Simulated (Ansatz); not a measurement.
# Fe (hcp): energy against volume

Level of theory: DFT, m-r2SCAN, plane waves (500 eV) with PAW, scalar-relativistic in Ansatz 0.2.0. (PAW data from PBE, frozen cores regenerated.)

The cell is scaled uniformly from the relaxed one, with fractional coordinates and shape fixed. Energies are extrapolated to zero smearing, pressures are those at the given smearing. Magnetic state: non-magnetic.

A Birch-Murnaghan fit gives V₀ = 9.86 Å³/atom, B₀ = 323 GPa, B₀′ = 4.5.

Question: What are the energy above the minimum and the pressure at 8.682 Å³/atom?

Answer: 180.0 meV/atom and 55.05 GPa as computed.

Question: What are the energy above the minimum and the pressure at 9.076 Å³/atom?

Answer: 73.4 meV/atom and 32.48 GPa as computed.

Question: What are the energy above the minimum and the pressure at 11.050 Å³/atom?

Answer: 117.0 meV/atom and -28.25 GPa as computed.

m-r²SCAN is r²SCAN on the gauge-invariant kinetic-energy density; without spin polarisation the two are equal.
